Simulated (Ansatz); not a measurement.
Values for one crystal, relaxed and computed with plane-wave PAW PBE+D3(BJ) (Ansatz code); other levels are named.

```yaml
volume_per_atom: 21.24 Å³
electronic_character: metallic (no gap)
Density of states at the Fermi level: 0.24 states/eV per atom (mean over ±0.08 eV)
debye_temperature_from_the_elastic_constants: 162 K
hill_bulk_and_shear_moduli: 54.3 and 15.6 GPa
Young's modulus: 42.8 GPa
Bulk modulus (Birch–Murnaghan fit): 54.8 GPa
```

Which of these materials gives this?
A. Cd, hcp (Mg type)
B. Gd, hcp (Mg type)
C. Tl, hcp (Mg type)
D. Nb, bcc (W type)

A, Cd, hcp (Mg type)

Space group P6_3/mmc (hcp (Mg type)). The cell was relaxed with PBE+D3(BJ) under the symmetry of its start. The pairwise dispersion correction was not fitted to metals. As this level gives no gap, shear constants depend on the k-mesh and smearing (Fermi–Dirac, 0.1 eV here). Scalar-relativistic: spin–orbit coupling is off unless named, which matters more the heavier the elements.

Potentials: the later of the program's two PAW sets.
